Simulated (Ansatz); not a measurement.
Relaxed BN (wurtzite):

```yaml
crystal:
  lattice:
    - [2.55453, 0.00000, 0.00000]
    - [-1.27726, 2.21229, 0.00000]
    - [0.00000, 0.00000, 4.22457]
  atoms:
    - { symbol: B, position: [0.66667, 0.33333, 0.99991] }
    - { symbol: B, position: [0.33333, 0.66667, 0.49991] }
    - { symbol: N, position: [0.66667, 0.33333, 0.62529] }
    - { symbol: N, position: [0.33333, 0.66667, 0.12529] }
```

The atoms are displaced by Q × the pattern below (from a DFPT mode at Γ, largest move 1; Q in Å), at fixed cell. It is one choice among 2 degenerate patterns.

| atom | x | y | z |
|---|---|---|---|
| B1 | 0.000 | 1.000 | 0.000 |
| B2 | 0.000 | -1.000 | 0.000 |
| N3 | 0.000 | 0.721 | 0.000 |
| N4 | 0.000 | -0.721 | 0.000 |

The numbers are results of PBE (plane waves to 420 eV, PAW, scalar-relativistic; Ansatz, a program for electronic structure), not measurements. k mesh 15×15×8 (Γ-centred), Fermi-Dirac smearing 0.05 eV. The energy includes the smearing's −TS. BN was relaxed with its symmetry unable to fall. The zero of ΔE is the undisplaced structure.

Successive frames, forces in eV/Å:

| frame | ΔE (meV/cell) | F on B1 | F on B2 | F on N3 | F on N4 |
|---|---|---|---|---|---|
| Q = -0.033 Å | 69 | (0.000, 1.279, -0.102) | (0.000, -1.279, -0.102) | (0.000, 1.204, 0.102) | (0.000, -1.204, 0.102) |
| Q = -0.017 Å | 17 | (0.000, 0.612, -0.025) | (0.000, -0.612, -0.025) | (0.000, 0.574, 0.025) | (0.000, -0.574, 0.025) |
| Q = 0.000 Å | 0 | (0.000, 0.000, 0.000) | (0.000, 0.000, 0.000) | (0.000, 0.000, 0.000) | (0.000, 0.000, 0.000) |
| Q = 0.017 Å | 16 | (0.000, -0.557, -0.024) | (0.000, 0.557, -0.024) | (0.000, -0.518, 0.024) | (0.000, 0.518, 0.024) |

What are the energy and the forces in the next frame, Q = 0.033 Å?

ΔE (meV/cell) = 61.

| atom | Fx | Fy | Fz |
|---|---|---|---|
| B1 | 0.000 | -1.059 | -0.093 |
| B2 | 0.000 | 1.059 | -0.093 |
| N3 | 0.000 | -0.979 | 0.093 |
| N4 | 0.000 | 0.979 | 0.093 |

(For displaced atoms, the force is minus the slope of the energy, and its curvature is a force constant, which sets phonon frequencies.)
